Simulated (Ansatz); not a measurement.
According to the program Ansatz at the PBEsol level (PAW), TaAs in the tetragonal phase (I4_1md; Ta on 4a, As on 4a) relaxes to a = 3.429 Å, c = 11.583 Å. As has 6 nearest neighbours from 2.59 Å (trigonal prismatic). Against the elements it lies at -0.61 eV/atom, with no fitted shifts.

Electronic character: no gap, with almost no states at the Fermi level (zero-gap or semimetallic).

The bulk modulus is 189 GPa.

Symmetry was held in the PBEsol relaxation. No spin polarisation was allowed. A small band overlap can be real or an error of a semilocal functional. The references are the lowest solids computed at this level, not always the standard phases. Spin–orbit coupling is left out wherever it is not named.

Potentials: the later of the program's two PAW sets.
